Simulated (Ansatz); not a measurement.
Method: DFT PBE, scalar-relativistic, plane waves, PAW (Ansatz). All cells share a 420 eV cutoff and Γ-centred k meshes spaced at most about 0.3 Å⁻¹ (about 0.25 or finer for metals, 2π included). No spin polarisation in the final relaxations.

These are static total energies at zero pressure.

Two forms of Mg₃CdS₂ were relaxed alike.

A.

```xyz
6
Lattice="4.6291 0.0000 0.0000 -2.3146 4.0090 0.0000 0.0000 0.0000 7.3263" Properties=species:S:1:pos:R:3 pbc="T T T"
Mg    0.0000    0.0000    3.6632
Mg    0.0000    2.6726    0.0000
Mg    0.0000    2.6726    3.6632
Cd    0.0000    0.0000    0.0000
S     2.3146    1.3363    2.1216
S     2.3146    1.3363    5.2047
```

B.

```xyz
6
Lattice="5.2546 0.0000 0.0000 -2.6273 4.5506 0.0000 0.0000 0.0000 9.5805" Properties=species:S:1:pos:R:3 pbc="T T T"
Mg    0.0000    3.0337    4.7902
Mg    2.6273    1.5169    4.7902
Mg    0.0000    0.0000    0.0000
Cd    0.0000    0.0000    4.7902
S     0.0000    0.0000    2.2649
S     0.0000    0.0000    7.3156
```

Task: Which is lower in energy, and by how much?

Result: B is lower, by 45 meV/atom. A has space group P-6m2 (No. 187), 22.7 Å³/atom and no gap on its mesh; B has space group P6/mmm (No. 191), 38.2 Å³/atom and no gap. Counting S atoms around Cd and Mg (those within 1.25 times the shortest such distance or 1.15 times the sum of covalent radii; the shortest distance is added where it is long for a bond; a slash parts the counts of unlike sites), A has Mg 6 from 3.1 Å/6 from 3.4 Å, Cd 6 from 3.4 Å and B has Mg 2/6 from 3.9 Å, Cd 2. The lower one is the more open, so pressure narrows the difference. Even the lower one lies +0.04 eV/atom against the reference forms of the elements (uncorrected), so neither is stable at this level. In A, Mg on its first site has 3 Mg at 2.67 Å and 6 S at 3.09 Å; around Cd lie 3 Mg at 2.67 Å and 6 S at 3.41 Å; around S lie 1 S at 3.08 Å, 6 Mg at 3.09 Å, 3 Mg at 3.41 Å and 3 Cd at 3.41 Å; 2 more sites not described. In B, around Mg on a site of symmetry -6m2 lie 3 Cd at 3.03 Å, 3 Mg at 3.03 Å and 6 S at 3.95 Å; around Cd lie 2 S at 2.53 Å and 6 Mg at 3.03 Å; S is surrounded by 1 Mg at 2.26 Å, 1 Cd at 2.53 Å and 6 Mg at 3.95 Å; 1 more site not described. Both come from invented guesses. A third cell relaxed alike, in P6/mmm, lies 0.69 eV/atom below the lower of the two.

Cells relaxed within their symmetry can be saddle points.
